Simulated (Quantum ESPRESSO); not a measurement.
**Kohn-Sham bands of SiNi3 (Cu3Au type)**

```
CELL_PARAMETERS angstrom
      3.46374     0.00000     0.00000
      0.00000     3.46374     0.00000
      0.00000     0.00000     3.46374
ATOMIC_POSITIONS crystal
  Si 0.00000 0.00000 0.00000
  Ni 0.00000 0.50000 0.50000
  Ni 0.50000 0.00000 0.50000
  Ni 0.50000 0.50000 0.00000
```

Structure: Materials Project mp-828, symmetrised, not relaxed again. COD (Crystallography Open Database) has an entry of this formula and space group (matched by these alone). Level: PBEsol, no spin polarisation, no spin-orbit coupling; pw.x of Quantum ESPRESSO at 79 Ry with PseudoDojo potentials, 6×6×6 k-points, Wannier90. Density: 10×10×10 mesh, cold smearing 0.01 Ry. A non-magnetic state is assumed; magnetic ones were not tried.

Q: List the Kohn-Sham levels between −8 and 3.0 eV relative to the Fermi level at the high-symmetry points, as a band run of pw.x on that density gives them (levels within 2 meV counted together).

A: 
```
point  k (reciprocal lattice)                                                                                                        levels (eV)
-----  ----------------------  -----------------------------------------------------------------------------------------------------------------
Γ           0.000 0.000 0.000                                -5.13, -4.29 (×2), -3.75 (×3), -1.62 (×3), -0.94 (×3), -0.61 (×2), -0.25, 0.06 (×3)
X           0.000 0.500 0.000                   -4.09, -3.95 (×2), -3.26, -3.05, -2.33 (×2), -2.15, -2.03, -1.38 (×2), -1.33, -1.18, -0.54, 0.05
M           0.500 0.500 0.000  -6.35 (×2), -4.17, -3.84, -3.00, -2.86 (×2), -2.23 (×2), -1.59, -1.49, -1.48 (×2), -1.14, -1.05, -1.00, 0.72 (×2)
R           0.500 0.500 0.500                                -4.51 (×3), -3.88 (×3), -2.32 (×3), -1.49 (×3), -1.28 (×2), -0.56, -0.19 (×3), 1.42
```
